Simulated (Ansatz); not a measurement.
Input:

NbHO3:
```cif
data_HNbO3
_chemical_formula_sum 'Nb1 O3 H1'
_space_group_name_H-M_alt 'Pmm2'
_space_group_IT_number 25
_space_group_name_Hall 'P 2 -2'
_cell_length_a 3.82049
_cell_length_b 4.07721
_cell_length_c 4.04266
_cell_angle_alpha 90.000
_cell_angle_beta 90.000
_cell_angle_gamma 90.000
loop_
_atom_site_label
_atom_site_type_symbol
_atom_site_symmetry_multiplicity
_atom_site_Wyckoff_symbol
_atom_site_fract_x
_atom_site_fract_y
_atom_site_fract_z
_atom_site_occupancy
Nb1 Nb 1 d 0.50000 0.50000 0.43614 1
O1 O 1 c 0.50000 0.00000 0.54141 1
O2 O 1 b 0.00000 0.50000 0.49960 1
O3 O 1 d 0.50000 0.50000 0.99456 1
H1 H 1 c 0.50000 0.00000 0.78483 1
```

This is the PBEsol-relaxed structure.

Task: All from PBEsol in the plane-wave PAW code Ansatz, unless another level is named. Predict the bulk modulus (Birch–Murnaghan fit).

Result: 104 GPa.

Task: What about the highest zone-centre frequency (without LO–TO term)?

Result: 105.96 THz.

The start of the workflow was typed in or built on a structure type; neither database checked (COD, Materials Project) lists it. Whether it is the stable phase at ambient conditions was not checked. The cell was relaxed with PBEsol under the symmetry of its start. At this level the phase is dynamically unstable (imaginary phonons). The workflow began spin-polarised and lost its moments.

Potentials: the earlier of the program's two PAW sets. The files were generated under PBE; for other functionals the program regenerates the frozen cores, and for LDA and PBEsol the local potential too.
